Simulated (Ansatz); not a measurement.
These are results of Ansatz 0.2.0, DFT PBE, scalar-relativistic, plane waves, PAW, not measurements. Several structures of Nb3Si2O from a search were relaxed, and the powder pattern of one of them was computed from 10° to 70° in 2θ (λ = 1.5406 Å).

Cu Kα1 powder pattern (kinematic, no thermal factors).
2θ (°) (relative intensity): 17.45 (6), 23.60 (1), 25.90 (2), 25.95 (6), 26.97 (37), 28.52 (33), 29.07 (3), 31.45 (64), 35.33 (29), 35.36 (65), 36.99 (27), 37.78 (87), 38.13 (56), 38.94 (100), 39.29 (7), 41.15 (53), 44.35 (3), 44.66 (7), 46.35 (1), 46.70 (8), 48.29 (6), 49.29 (3), 50.19 (11), 52.38 (4), 53.27 (2), 53.37 (33), 53.88 (8), 54.15 (11), 54.75 (5), 55.61 (4), 55.63 (10), 57.36 (15), 59.04 (6), 60.18 (7), 60.80 (7), 61.00 (36), 61.55 (12), 61.62 (7), 62.35 (9), 63.13 (2), 65.57 (5), 65.64 (9), 65.80 (4), 67.46 (20), 67.88 (6), 68.25 (3), 69.44 (3), 69.44 (10), 69.53 (21)

**Question.** Which structure gives it?
A.

```
Nb Si O
1.0
     3.43048    0.00000    0.00000
     0.00000    6.87355    0.00000
     0.00000    0.00000    7.53232
Nb Si O
6 4 2
Direct
  0.50000 0.22468 0.45000
  0.00000 0.42304 0.15280
  0.50000 0.77532 0.95000
  0.00000 0.11441 0.81856
  0.00000 0.57696 0.65280
  0.00000 0.88560 0.31856
  0.50000 0.39736 0.88272
  0.50000 0.11915 0.11105
  0.50000 0.88085 0.61105
  0.50000 0.60264 0.38272
  0.00000 0.28131 0.58945
  0.00000 0.71869 0.08946
```

B.

```
Nb Si O
1.0
     3.01002    0.00000    0.00000
    -1.50501    2.60675    0.00000
     0.00000    0.00000   12.09611
Nb Si O
3 2 1
Cartesian
  0.0000 0.0000 6.0481
  0.0000 0.0000 1.9064
  0.0000 0.0000 10.1897
  0.0000 1.7378 4.0348
  0.0000 1.7378 8.0614
  0.0000 0.0000 0.0000
```

C.

```
Nb Si O
1.0
     6.45169    0.00000    0.00000
     0.00000    6.45169    0.00000
     0.00000    0.00000    4.14750
Nb Si O
6 4 2
Direct
  0.50000 0.50000 0.00000
  0.81834 0.31834 0.50000
  0.00000 0.00000 0.00000
  0.18166 0.68166 0.50000
  0.31834 0.18166 0.50000
  0.68166 0.81834 0.50000
  0.12782 0.37218 0.00000
  0.87218 0.62782 0.00000
  0.37218 0.87218 0.00000
  0.62782 0.12782 0.00000
  0.50000 0.50000 0.50000
  0.00000 0.00000 0.50000
```

**Answer.** A. Its strongest line, at 2θ = 38.94°, has d = λ/(2 sin θ) = 2.311 Å and is the (1 2 1) reflection of the conventional Pmc2_1 cell with a = 3.430 Å, b = 6.874 Å, c = 7.532 Å. The others have their strongest lines at 38.0° (P4/mbm); 41.2° (P-6m2). In energy it is the lowest of those shown.

These are computed cells and needn't be stable.
